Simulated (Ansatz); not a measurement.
# ZrPt$_{3}$: computed property card

ZrPt3:
```xyz
4
Lattice="4.0220 0.0000 0.0000 0.0000 4.0220 0.0000 0.0000 0.0000 4.0220" Properties=species:S:1:pos:R:3 pbc="T T T"
Zr     0.0000     0.0000     0.0000
Pt     0.0000     2.0110     2.0110
Pt     2.0110     0.0000     2.0110
Pt     2.0110     2.0110     0.0000
```

Space group Pm-3m (No. 221), Cu3Au type; conventional cell a = 4.022 Å, b = 4.022 Å, c = 4.022 Å, α = 90.00°, β = 90.00°, γ = 90.00°.

Method: r²SCAN in the plane-wave PAW code Ansatz. The cell and atoms are relaxed at this level. Other levels are named where they apply.

### Cell and energy

- Volume per atom = 16.27 Å³
- Density = 17.27 g/cm³
- Formation energy from the elements (no fitted shifts) = -1.11 eV/atom

### Electronic structure

- Electronic character: metallic (no gap)
- Density of states at the Fermi level: 0.10 states/eV per atom (mean over ±0.08 eV)
- Gap with spin–orbit coupling: none (metallic)

### Mechanics

- Bulk modulus (Birch–Murnaghan fit) = 241 GPa
- Pressure derivative B′ = 4.9

### Charges

* **Bader charges**: Zr +1.96, Pt -0.65 e

The workflow started from an entry of the Crystallography Open Database (COD). Its standing as an ambient phase is unchecked. The cell was relaxed with r²SCAN under the symmetry of its start; whether a distortion lowers the energy is not shown. No spin polarisation was allowed. The references are the lowest solids computed at this level, not always the standard phases. Scalar-relativistic: spin–orbit coupling is off unless named, which matters more the heavier the elements.

Potentials: the later of the program's two PAW sets.
